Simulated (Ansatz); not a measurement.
VCo3 (Cu3Au type, space group No. 221) at seven volumes, LDA in the plane-wave PAW code Ansatz, scaled uniformly. One row is withheld.

```json
[
 {"V (Å³/atom)": "9.198", "P (GPa)": "35.06"},
 {"V (Å³/atom)": "9.502", "P (GPa)": "21.39"},
 {"V (Å³/atom)": "9.805", "P (GPa)": "9.80"},
 {"V (Å³/atom)": "10.108", "P (GPa)": "-0.02"},
 {"V (Å³/atom)": "10.411", "P (GPa)": "-8.34"},
 {"V (Å³/atom)": "10.715", "P (GPa)": "?"},
 {"V (Å³/atom)": "11.018", "P (GPa)": "-21.36"}
]
```

**Question.** Fit the shown pressures and predict the withheld one.

**Answer.** Third-order Birch–Murnaghan: P = (3/2)B₀(x^(7/2) − x^(5/2))[1 + (3/4)(B′ − 4)(x − 1)] with x = (V₀/V)^(2/3). Least squares on the six rows gives V₀ = 10.108 Å³/atom, B₀ = 300.7 GPa, B′ = 4.49. At V = 10.715, x = 0.9619 and P = -15.39 GPa. The run itself gave -15.40 GPa.

Space group Pm-3m (Cu3Au type). The workflow started from a Materials Project entry (that database holds measured and hypothetical structures alike); the Crystallography Open Database copy checked does not list it. Its standing as an ambient phase is unchecked. The LDA relaxation kept the symmetry of its start; its stability against distortions is not shown here. The run is not spin-polarised.

Potentials: the later of the program's two PAW sets.
